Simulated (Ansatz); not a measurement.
AlMo$_{2}$C:
```
CELL_PARAMETERS angstrom
      2.99650     0.00000     0.00000
     -1.49825     2.59505     0.00000
      0.00000     0.00000    13.39945
ATOMIC_POSITIONS crystal
  Al 0.66667 0.33333 0.25000
  Al 0.33333 0.66667 0.75000
  Mo 0.66667 0.33333 0.91097
  Mo 0.33333 0.66667 0.08903
  Mo 0.33333 0.66667 0.41097
  Mo 0.66667 0.33333 0.58903
  C  0.00000 0.00000 0.00000
  C  0.00000 0.00000 0.50000
```

Relaxed with PBEsol. Special points in fractions of this cell's reciprocal vectors: Γ (0.000, 0.000, 0.000); M (0.500, 0.000, 0.000); K (0.333, 0.333, 0.000); A (0.000, 0.000, 0.500); L (0.500, 0.000, 0.500); H (0.333, 0.333, 0.500).

List the band energies nearest the Fermi level at these points for plane-wave PAW PBEsol (Ansatz code).

In eV from the Fermi level; about four levels below and three above (degenerate sets whole), none deeper than 8.9 eV; points with the same levels are listed once.

```
k                    below                above
-  -----------------------  -------------------
Γ  -0.23 -0.23 -0.14 -0.14  0.80 0.80 0.91 0.91
M  -3.90 -3.23 -2.12 -2.07       0.19 0.38 0.70
K  -2.54 -2.32 -2.32 -1.45  0.46 0.46 0.69 0.69
A  -0.19 -0.19 -0.19 -0.19  0.86 0.86 0.86 0.86
L  -3.60 -3.60 -2.08 -2.08  0.52 0.52 0.53 0.53
H  -2.23 -2.23 -1.97 -1.97  0.36 0.36 0.86 0.86
```

Space group P6_3/mmc. The start of the workflow was typed in or built on a structure type; neither database checked (COD, Materials Project) lists it. Its standing as an ambient phase is unchecked. Symmetry was held in the PBEsol relaxation; its stability against distortions is not shown here. No spin polarisation was allowed. Spin–orbit coupling is left out wherever it is not named.

Potentials: the earlier of the program's two PAW sets. The files were generated under PBE; for other functionals the program regenerates the frozen cores, and for LDA and PBEsol the local potential too.
